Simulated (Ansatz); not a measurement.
# Bands of ZrAg2

```
Zr Ag
1.0
    -1.77167    1.77167    4.50492
     1.77167   -1.77167    4.50492
     1.77167    1.77167   -4.50492
Zr Ag
1 2
Direct
  0.00000 0.00000 0.00000
  0.67249 0.67249 0.00000
  0.32751 0.32751 0.00000
```

Atoms are numbered in the order listed.

The cell is the one relaxed in the Materials Project (mp-1008601), not relaxed further here; entries there can be hypothetical.

The calculation used DFT, PBEsol, all-electron LAPW, scalar-relativistic in Ansatz 0.2.0.

The runs use a Γ-centred 14×14×14 k mesh, Fermi–Dirac smearing of 0.05 eV, basis error target 1 meV/atom, no spin polarisation.

Points in fractions of the reciprocal vectors of this cell: Γ (0, 0, 0), X (0, 0, 0.5), P (0.25, 0.25, 0.25), N (0, 0.5, 0), M (0.5, 0.5, -0.5), S (0.289, 0.711, -0.289), S0 (-0.289, 0.289, 0.289). The path joins them by straight lines in the order Γ–X–P–N–Γ–M–S–S0–Γ; legs that retrace an earlier one aren't tabulated. Energies are in eV from the Fermi level.

Task: Is there a gap?

Result: None at this level of theory (metallic, semimetallic, or a small gap that the functional closes).

Task: List the levels between -5 and 4 eV at the symmetry points.

Result: 
Γ: -4.85 (×2), -4.09, -1.78, -0.23, 0.70 (×2), 2.21, 2.69
X: -4.48, -4.39, -4.36, -2.66, -2.07, -0.62, 0.91 (×2), 2.57, 3.59, 3.89
P: -4.55, -4.39, -4.36, -2.64, -1.56 (×2), 0.70, 2.42 (×2), 3.59, 3.99
N: -4.81, -4.59, -4.57, -4.08, -3.42, -2.35, -0.36, 0.44, 0.57, 1.36, 2.40, 3.79
M: -4.71 (×2), -4.59, -4.28, -3.77, -0.23, 1.82, 1.99 (×2), 2.71
S: -4.47, -4.35, -4.32, -4.14, -2.92, -2.33, -1.67, 0.39, 1.00, 1.28, 2.36, 3.49
S0: -4.47, -4.35, -4.32, -4.14, -2.92, -2.33, -1.67, 0.39, 1.00, 1.28, 2.36, 3.49
